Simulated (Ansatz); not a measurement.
# OsI$_{4}$, a known structure type with other elements, at an estimated volume

```
CELL_PARAMETERS angstrom
0.00000 7.17182 0.00000
6.87035 -3.58591 0.00000
3.52668 0.00000 -6.66073
ATOMIC_POSITIONS crystal
I 0.34000 0.26000 0.07000
I 0.08000 0.74000 0.93000
I 0.90000 0.22000 0.69000
I 0.68000 0.78000 0.31000
Os 0.00000 0.00000 0.00000
```

The numbers come from plane-wave PAW DFT (Ansatz): PBEsol, no spin polarisation, 420 eV, 6×6×5 Γ-centred k points, fermi-dirac occupations (width 0.1 eV). Nothing was relaxed.

- Stress: The pressure is -2.1 GPa (compression positive), so with the atoms held at these fractions the cell would first shrink; the forces are large, so a full relaxation may end otherwise.
- Formation energy: 0.51 eV an atom against the elements' usual phases (free molecules for gases, crystals otherwise, with no correction for O₂ or N₂), so at this geometry it isn't bound against them. Relaxing would lower it.
- Band edges: Within 0.7 eV of the edges, the states project mainly on Os d (55 %) and I p (45 %) below the gap and on I p (48 %) and Os d (48 %) above it.
- Electronic structure: The gap is 0.47 eV, indirect (the least direct gap found is 0.54 eV). A semilocal functional usually gives too small a gap.

Origin: a known structure type with other elements, at an estimated volume, so it need not be a known compound. Caveats: no spin-orbit coupling, which can shift this gap by tenths of an eV.
